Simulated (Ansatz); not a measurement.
Data:

PbSe (rock salt)

```cif
data_PbSe
_chemical_formula_sum 'Se1 Pb1'
_space_group_name_H-M_alt 'P 1'
_space_group_IT_number 1
_cell_length_a 4.31443
_cell_length_b 4.31443
_cell_length_c 4.31443
_cell_angle_alpha 60.000
_cell_angle_beta 60.000
_cell_angle_gamma 60.000
loop_
_space_group_symop_operation_xyz
  'x, y, z'
loop_
_atom_site_label
_atom_site_type_symbol
_atom_site_fract_x
_atom_site_fract_y
_atom_site_fract_z
_atom_site_occupancy
Se1 Se 0.00000 0.00000 0.00000 1
Pb1 Pb 0.50000 0.50000 0.50000 1
```

E(V) scan at fixed shape, V₀ the volume above. Symmetry pins the atoms to their sites.

The numbers are results of PBEsol (plane waves to 420 eV, PAW, scalar-relativistic; Ansatz, an electronic-structure program), not measurements. k mesh 9×9×9 (Γ-centred), Fermi-Dirac smearing 0.05 eV. The energy includes the smearing's −TS. Compression counts positive. PbSe was relaxed with its symmetry unable to fall. Spin-orbit coupling is left out, though Pb is heavy. The PAW data are Ansatz's earlier set. ΔE is measured from the relaxed starting cell.

The scan covers V/V₀ from 0.900 to 1.100 in 13 points.

Q: What is ΔE at V/V₀ = 0.900?

A: 57.2 meV/atom.

Q: What pressure does the cell carry at V/V₀ = 0.900?

A: 7.09 GPa.

Q: What is ΔE at V/V₀ = 1.100?

A: 39.9 meV/atom.

(A scan under strain: stresses follow from slopes of the energy per volume, elastic moduli from its curvatures.)
